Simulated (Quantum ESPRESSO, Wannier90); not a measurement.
**Tight-binding from DFT: Ir (fcc (Cu type))**

```xyz
1
Lattice="0.0000 1.9270 1.9270 1.9270 0.0000 1.9270 1.9270 1.9270 0.0000" Properties=species:S:1:pos:R:3 pbc="T T T"
Ir     0.0000     0.0000     0.0000
```

Cell from Materials Project (mp-101), symmetrised, no further relaxation. This is the element's usual structure. Level: PBEsol, spinors with spin-orbit coupling; pw.x of Quantum ESPRESSO at 55 Ry with PseudoDojo potentials, 10×10×10 k-points, Wannier90. Density: 18×18×18 mesh, cold smearing 0.01 Ry.

A tight-binding model is made by disentanglement and projection with no localisation steps (num_iter = 0), so the 18 orbitals stay atom-like: hydrogen-like Ir: s;p;d, axes along x, y, z; frozen window up to 3.00 eV relative to the Fermi level. It follows pw.x to 2.9 meV rms for states up to 1.0 eV relative to the Fermi level. Matrix elements depend on this choice of orbitals and windows.

Problem. What are the on-site energies relative to the Fermi level, and how fast do the hoppings decay?

Solution. 
```json
[
 {"atom": "Ir1", "orbitals": "s↑ s↓", "energy (eV)": "4.90"},
 {"atom": "Ir1", "orbitals": "pz↑ pz↓ px↑ px↓ py↑ py↓", "energy (eV)": "13.34"},
 {"atom": "Ir1", "orbitals": "dz2↑ dz2↓ dx2-y2↑ dx2-y2↓", "energy (eV)": "-2.46"},
 {"atom": "Ir1", "orbitals": "dxz↑ dxz↓ dyz↑ dyz↓ dxy↑ dxy↓", "energy (eV)": "-2.50"}
]
```

| distance of the centres (Å) | largest modulus (eV) |
|---|---|
| 2–3 | 2.1 |
| 3–4 | 0.35 |
| 4–5 | 0.20 |
| 5–6 | 0.035 |
| 6–7 | 0.091 |
| 7–8 | 0.017 |
| 8–9 | 0.026 |
| 9–10 | 0.0098 |
| 10–11 | 0.0056 |

Effective spin-orbit constants λ of λ L·S, from the same-site elements px↑–py↑ (λ/2) and dx2-y2↑–dxy↑ (λ), where they are among the larger elements: Ir1 p 1.6 eV, Ir1 d 0.53 eV.
